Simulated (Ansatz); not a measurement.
Structure relaxation, HfO2

The start is a generated trial cell of HfO2 in the pyrite structure type. A full variable-cell relaxation at zero pressure is run with r2SCAN (plane waves to 500 eV, PAW, scalar-relativistic; Ansatz, an electronic-structure program). The first steps use a coarse 4×4×4 k-mesh.

Initial structure:
```
HfO2
1.0
    4.97380     0.00000     0.00000
    0.00000     4.97380     0.00000
    0.00000     0.00000     4.97380
Hf O
4 8
Cartesian
  0.00000   0.00000   0.00000
  2.48690   2.48690   0.00000
  0.00000   2.48690   2.48690
  2.48690   0.00000   2.48690
  1.91541   1.91541   1.91541
  4.40231   0.57149   3.05839
  3.05839   4.40231   0.57149
  0.57149   3.05839   4.40231
  3.05839   3.05839   3.05839
  0.57149   4.40231   1.91541
  1.91541   0.57149   4.40231
  4.40231   1.91541   0.57149
```

What pressure does the first self-consistent step give?

+28.8 GPa (positive: the cell is compressed).

Which atoms feel the largest initial force, and how large is it?

5.18 eV/Å, on O5, O6, O7, O8, O9, O10, O11, O12 (atoms numbered as listed).

How does the volume per atom move from start to end?

+11.7 %, from 10.25 to 11.45 Å³/atom.

How do the shortest distances between atoms change?

The closest pairs of elements (up to four, under 3.6 Å), start → end: O–O 1.98 → 2.72 Å; Hf–O 2.08 → 2.11 Å; Hf–Hf 3.52 → 3.65 Å.

What band gap does the relaxed structure have at this level?

4.41 eV, indirect (valence top at Γ, conduction bottom at R) (no spin-orbit coupling).

Write out the relaxed structure.


Space group Pa-3 (No. 205); a = b = c = 5.160 Å, α = β = γ = 90.00°

```
atom  site  symmetry       x       y       z
----  ----  --------  ------  ------  ------
Hf      4a      .-3.  0.0000  0.0000  0.0000
O       8c       .3.  0.3325  0.3325  0.3325
```

The space group stays Pa-3 (No. 205) (the run could not lower it), with 12 atoms in the primitive cell. Final values are on a 5×5×5 k-mesh of the relaxed cell. No spin polarisation in the result.

The run could not lose the symmetry of its start: the end is stationary, and may be a saddle point rather than a minimum.

The relaxed structure here is a generated cell of HfO2: the first start was made by placing the elements on the sites of a structure type, and the end was not matched to a known phase here, so it may be hypothetical. Known forms of HfO2 include space group No. 14, 29, 137, 225.
